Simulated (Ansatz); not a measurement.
CrN:
Space group P-6m2 (No. 187); a = 2.6469 Å, b = 2.6469 Å, c = 2.5697 Å, α = 90.00°, β = 90.00°, γ = 120.00°

| atom | site | symmetry | x | y | z |
|---|---|---|---|---|---|
| Cr | 1f | -6m2 | 0.6667 | 0.3333 | 0.5000 |
| N | 1c | -6m2 | 0.3333 | 0.6667 | 0.0000 |

Relaxed at zero pressure with DFT-PBEsol in the program Ansatz with PAW potentials.

**Question.** The volume is raised by 9 % and shape and atoms relax at that volume. What pressure results, and how do the axes share the change?

**Answer.** -27.5 GPa; a 3.2 %, b 3.2 %, c 2.2 %; the energy rises by 65 meV/atom.

**Question.** Give the new structure.

**Answer.** 
Space group P-6m2 (No. 187); a = b = 2.733 Å, c = 2.627 Å, α = β = 90.00°, γ = 120.00°

```csv
atom,site,symmetry,x,y,z
Cr,1f,-6m2,0.6667,0.3333,0.5000
N,1c,-6m2,0.3333,0.6667,0.0000
```

The phase is kept; no other phase was compared at this pressure.

The first step of the workflow began from a Materials Project structure, measured or hypothetical; the Crystallography Open Database copy checked does not list it. COD files the formula under space group No. 225, so this cell is another polymorph or a model. Whether it is the stable phase at ambient conditions was not checked. Symmetry was held in the PBEsol relaxation; of distortions, only those at the zone centre were tested. The workflow began spin-polarised and lost its moments. The cell computed holds one magnetic atom, so no antiferromagnetic order was within reach.

Potentials: the later of the program's two PAW sets.
